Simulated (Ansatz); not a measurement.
LiPt:
```
CELL_PARAMETERS angstrom
      2.73503     0.00000     0.00000
     -1.36752     2.36861     0.00000
      0.00000     0.00000     4.20331
ATOMIC_POSITIONS crystal
  Li 0.00000 0.00000 0.50000
  Pt 0.66667 0.33333 0.00000
```

Relaxed with r²SCAN.

**Question.** Map the electron localisation function on the plane through (0.000, 0.000, 0.500) spanned by u = [0, 0, 1] and v = [1, -1, 0] in lattice vectors, from r²SCAN (plane waves, PAW; program Ansatz).

**Answer.** x is the fraction of u, y of v (the angle between them is 90°; rows are the nearest grid lines); atoms in the plane: Li at (0.00, 0.00), Pt at (0.50, 0.67).
```
|@@%  .:--------:.  %@@|
|@@*  .::::::::::.  *@@|
|%#.  ::::::::::::  .#%|
|.   .--::::::::--.   .|
|   .-----====-----.   |
|  .----=++**++=----.  |
|..:----+******+----:..|
|.:----=+******+=----:.|
|.:----=+******+=----:.|
|.:----=+******+=----:.|
|..:----+******+----:..|
|..:----=++**++=----:..|
| ..:--::::::::::--:.. |
| ..::::::::::::::::.. |
| ..::::::::::::::::.. |
| ..:::::::--:::::::.. |
| ..::::::::::::::::.. |
|  .::::::::::::::::.  |
|   .::::::--::::::.   |
|    .::::----::::.    |
|.   .::::----::::.   .|
|@#.  ::::----::::  .#@|
|@@*  .::------::.  *@@|
|@@%  .:--------:.  %@@|
```
Scale: ten equal steps from 0.017 (start of ' ') to 0.997 (end of '@'), in the order ' .:-=+*#%@'; x runs from 0.000 to 1.00, y from 0.000 (bottom) to 1.00 (top).

The density is the valence pseudo-density with augmentation charge, so density and ELF within about 1 Å of a nucleus are not all-electron values.

Space group P-6m2. The workflow started from an entry of the Crystallography Open Database (COD). Its standing as an ambient phase is unchecked. The r²SCAN relaxation kept the symmetry of its start; whether a distortion lowers the energy is not shown. No spin polarisation was allowed. Scalar-relativistic: spin–orbit coupling is off unless named, which matters more the heavier the elements.

Potentials: the later of the program's two PAW sets.
